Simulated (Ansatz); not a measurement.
Given:

Relaxed Se (trigonal-Se type, space group P3_121):

```
CELL_PARAMETERS angstrom
      9.01316     0.00000     0.00000
     -2.25329     3.90281     0.00000
      0.00000     0.00000     4.98884
ATOMIC_POSITIONS crystal
  Se 0.10844 0.00000 0.83333
  Se 0.60844 0.00000 0.83333
  Se 0.00000 0.21689 0.16667
  Se 0.50000 0.21689 0.16667
  Se 0.39156 0.78311 0.50000
  Se 0.89156 0.78311 0.50000
```

In this cell atom 1 (Se, nearest neighbour Se at 2.373 Å; its periodic images, 4.5 Å or more away, move with it) is moved by s along Cartesian [110], unit vector (0.707, 0.707, 0.000); all other atoms and the cell stay fixed.

All values below come from r2SCAN (plane waves to 500 eV, PAW, scalar-relativistic; Ansatz, a quantum-chemistry and plane-wave program). k mesh 7×7×6 (Γ-centred), Fermi-Dirac smearing 0.05 eV. The energy includes the smearing's −TS. Se was relaxed with its symmetry unable to fall. The PAW data are Ansatz's earlier set. The zero of ΔE is the undisplaced structure.

The scan covers s from -0.710 to 0.710 Å in 11 points.

**Question.** Is this a single well or a double well?

**Answer.** A single well with its minimum at or next to zero displacement.

**Question.** Is the energy the same for displacements of ±0.710 Å, and if not, which side lies higher?

**Answer.** Not even: the negative side lies higher at ±0.710 Å. With its periodic images moving along, the atom's site symmetry in this cell is 1.

**Question.** What is the energy change at s = 0.710 Å?

**Answer.** 1079 meV/cell.

**Question.** What force acts on the atom along the line at s = -0.710 Å?

**Answer.** 5.38 eV/Å.

**Question.** What is the force constant k = d²E/ds² of this move at s = 0?

**Answer.** 5.89 eV/Å².

(For displaced atoms, the force is minus the slope of the energy, and its curvature is a force constant, which sets phonon frequencies.)
